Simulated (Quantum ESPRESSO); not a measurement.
```cif
data_F24Ga4K4Tl8
_chemical_formula_sum 'F24 K4 Ga4 Tl8'
_space_group_name_H-M_alt 'Fm-3m'
_space_group_IT_number 225
_space_group_name_Hall '-F 4 2 3'
_cell_length_a 8.94673
_cell_length_b 8.94673
_cell_length_c 8.94673
_cell_angle_alpha 90.000
_cell_angle_beta 90.000
_cell_angle_gamma 90.000
loop_
_atom_site_label
_atom_site_type_symbol
_atom_site_symmetry_multiplicity
_atom_site_Wyckoff_symbol
_atom_site_fract_x
_atom_site_fract_y
_atom_site_fract_z
_atom_site_occupancy
F1 F 24 e 0.00000 0.00000 0.21541 1
K1 K 4 b 0.50000 0.50000 0.50000 1
Ga1 Ga 4 a 0.00000 0.00000 0.00000 1
Tl1 Tl 8 c 0.25000 0.25000 0.25000 1
```
(The calculation used a cell of 10 atoms; values per cell refer to that cell.)

The geometry is that of Materials Project entry mp-1206641, symmetrised and not relaxed again.

Question: What does PBEsol (pw.x of Quantum ESPRESSO, ONCV potentials, no spin-orbit coupling) give for the electronic structure near the Fermi level?

Answer: The PBEsol gap is direct, 4.47 eV at X. Spin-orbit coupling is left out; with 6p states at a band edge it can lower the gap by many tenths of an eV, most of a small gap.

The structure is a Materials Project entry; no match was found in the copy of COD used, and its stability was not checked.
